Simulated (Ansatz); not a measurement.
HgTe:
```yaml
crystal:
  lattice:
    - [4.12294, 2.52276, 0.00000]
    - [-4.12294, 2.52276, 0.00000]
    - [-2.92225, 0.00000, 7.29850]
  atoms:
    - { symbol: Hg, position: [0.00000, 0.00000, 0.50000] }
    - { symbol: Hg, position: [0.00000, 0.00000, 0.00000] }
    - { symbol: Te, position: [0.36494, 0.36494, 0.25000] }
    - { symbol: Te, position: [0.63506, 0.63506, 0.75000] }
```

Relaxed with PBE. Special points in fractions of this cell's reciprocal vectors: Γ (0.000, 0.000, 0.000); C (0.359, 0.359, 0.000); C2 (-0.359, 0.641, 0.000); Y2 (-0.500, 0.500, 0.000); M2 (-0.500, 0.500, 0.500); D (-0.316, 0.684, 0.500); D2 (0.316, 0.316, 0.500); A (0.000, 0.000, 0.500); L2 (0.000, 0.500, 0.500); V2 (0.000, 0.500, 0.000).

Q: List the band energies nearest the valence-band maximum at these points for PBE (plane waves, PAW; program Ansatz).

A: In eV from the valence-band maximum; about four levels below and three above (degenerate sets whole), none deeper than 8.9 eV; points with the same levels are listed once.

| k | below | above |
|---|---|---|
| Γ | -1.47 -1.08 -0.18 0.00 | 1.15 2.15 2.53 |
| C | -2.32 -2.06 -2.03 -0.20 | 1.80 1.98 3.16 |
| Y2 | -2.65 -1.77 -1.33 -0.27 | 1.19 1.73 2.24 |
| M2 | -1.82 -1.82 -1.70 -1.70 | 1.88 1.88 3.65 3.65 |
| D | -1.69 -1.69 -1.21 -1.21 | 1.42 1.42 4.34 4.34 |
| A | -1.40 -1.40 -0.08 -0.08 | 2.17 2.17 3.90 3.90 |
| L2 | -1.66 -1.24 -1.06 -0.16 | 0.72 1.20 2.90 |
| V2 | -3.07 -2.52 -0.94 -0.37 | 2.41 2.77 3.72 |

Space group C2/c. A made-up cell: these elements were put on the sites of a structure type; neither database checked (COD, Materials Project) lists it. It is not the phase usual at ambient conditions (space group No. 216). The cell was relaxed with PBE under the symmetry of its start; whether a distortion lowers the energy is not shown. Scalar-relativistic: spin–orbit coupling is off unless named, which matters more the heavier the elements.

Potentials: the later of the program's two PAW sets.
